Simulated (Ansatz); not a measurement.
Si2Rh3 (La2O3 or Ni2Al3 type, P-3m1) at seven volumes, the program Ansatz at the PBEsol level (PAW), shape and atoms relaxed at each. One row is withheld.

```json
[
 {"V (Å³/atom)": "12.430", "P (GPa)": "26.94"},
 {"V (Å³/atom)": "12.840", "P (GPa)": "16.35"},
 {"V (Å³/atom)": "13.250", "P (GPa)": "?"},
 {"V (Å³/atom)": "13.660", "P (GPa)": "0.00"},
 {"V (Å³/atom)": "14.070", "P (GPa)": "-6.24"},
 {"V (Å³/atom)": "14.479", "P (GPa)": "-11.43"},
 {"V (Å³/atom)": "14.889", "P (GPa)": "-15.65"}
]
```

**Question.** Fit the shown pressures and predict the withheld one.

**Answer.** P = (3/2)B₀(x^(7/2) − x^(5/2))[1 + (3/4)(B′ − 4)(x − 1)] with x = (V₀/V)^(2/3). Least squares on the six rows gives V₀ = 13.659 Å³/atom, B₀ = 226 GPa, B′ = 5.00. At V = 13.250, x = 1.0205 and P = 7.41 GPa. The run itself gave 7.46 GPa.

The workflow started from a Materials Project entry (that database holds measured and hypothetical structures alike); the Crystallography Open Database copy checked does not list it. Whether it is the stable phase at ambient conditions was not checked. The PBEsol relaxation kept the symmetry of its start; its stability against distortions is not shown here. The run is not spin-polarised.

Potentials: the later of the program's two PAW sets.
